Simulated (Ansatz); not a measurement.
# Si₂NiPt: phonons across the zone

The calculation used DFT PBE, scalar-relativistic, plane waves, PAW in Ansatz 0.2.0. Settings: 420 eV plane-wave cutoff, Γ-centred 14×14×10 mesh, Fermi-Dirac smearing of 0.15 eV. No spin polarisation. Phonons by linear response, acoustic sum rule imposed.

Equilibrium structure at this level:
```xyz
4
Lattice="3.3079 0.0000 0.0000 0.0000 3.3079 0.0000 0.0000 0.0000 4.8896" Properties=species:S:1:pos:R:3 pbc="T T T"
Si    1.6539    1.6539    4.1593
Si    0.0000    0.0000    0.8040
Ni    1.6539    1.6539    1.5847
Pt    0.0000    0.0000    3.2311
```

The cell was found from a structure generator's guess, not taken from experiment. In a metal, frequencies and elastic constants depend on the k mesh and the smearing, soft modes and shear constants most. Spin–orbit coupling is left out, which matters for heavy elements. The q mesh is coarse, so values between its points are rough.

Force constants from linear response on a 2×2×2 q mesh.

Question: Is the structure dynamically stable on the q mesh?

Answer: Yes, on this mesh: no mode is imaginary.

Question: Give the frequencies (cm⁻¹) at the zone-boundary points of high symmetry (interpolated where a point lies off the q mesh).

Answer:
| point | q | frequencies |
| --- | --- | --- |
| X | 0.000 0.500 0.000 | 90 99 102 155 164 172 186 258 258 328 331 401 |
| M | 0.500 0.500 0.000 | 56 56 104 136 136 170 212 212 309 309 317 378 |
| Z | 0.000 0.000 0.500 | 69 69 118 118 133 186 203 203 252 252 354 427 |
| R | 0.000 0.500 0.500 | 80 89 110 154 174 185 190 239 256 318 358 441 |
| A | 0.500 0.500 0.500 | 78 78 131 139 139 181 222 222 297 297 336 410 |
